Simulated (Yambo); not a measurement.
Yambo run on Cs2CaP2O7 (space group Cm, No. 8). The wavefunctions are LDA (Quantum ESPRESSO, PseudoDojo norm-conserving, 84 Ry, without SOC) ones on a 2×2×2 mesh (40 occupied bands); a = 6.008 Å, b = 6.008 Å, c = 7.496 Å, α = 113.66°, β = 113.66°, γ = 60.05°.

Yambo input:

```
rim_cut
HF_and_locXC
RandQpts= 1000000
RandGvec= 1 Ry
EXXRLvcs= 84 Ry
VXCRLvcs= 336 Ry
% QPkrange
 1 | 1 | 40 | 41 |
 2 | 2 | 40 | 41 |
 3 | 3 | 40 | 41 |
 4 | 4 | 40 | 41 |
 5 | 5 | 40 | 41 |
 6 | 6 | 40 | 41 |
%
```

k points by index: 1 = Γ, 2 = (0, 0, -0.5), 3 = (0, -0.5, 0), 4 = (0, -0.5, -0.5), 5 = (-0.5, -0.5, 0), 6 = (-0.5, -0.5, -0.5).

Resulting energies as the program prints them:

```
#    K-point    Band    Eo [eV]    Ehf [eV]    Vxc [eV]    Vnlxc [eV]
#
    1    40    0.000000    -5.701006    -19.51299    -25.21400
    1    41    4.687060    9.436538    -10.00337    -5.253893
    2    40    -0.020774    -5.718605    -19.45531    -25.15314
    2    41    5.908103    11.58096    -11.46840    -5.795536
    3    40    -0.132077    -5.796668    -19.49882    -25.16341
    3    41    6.277639    11.54010    -11.00606    -5.743602
    4    40    -0.141875    -5.763663    -19.28178    -24.90356
    4    41    6.214891    11.79975    -11.35783    -5.772979
    5    40    -0.101735    -5.732257    -19.36112    -24.99164
    5    41    6.194517    11.76446    -11.27891    -5.708968
    6    40    -0.115766    -5.784591    -19.56105    -25.22988
    6    41    6.240291    11.50604    -10.86224    -5.596488
```
Exchange alone, without screening.

Geometry of the Materials Project entry, not relaxed at this level.

The structure is a Materials Project entry; no match was found in the copy of COD used, and its stability was not checked.
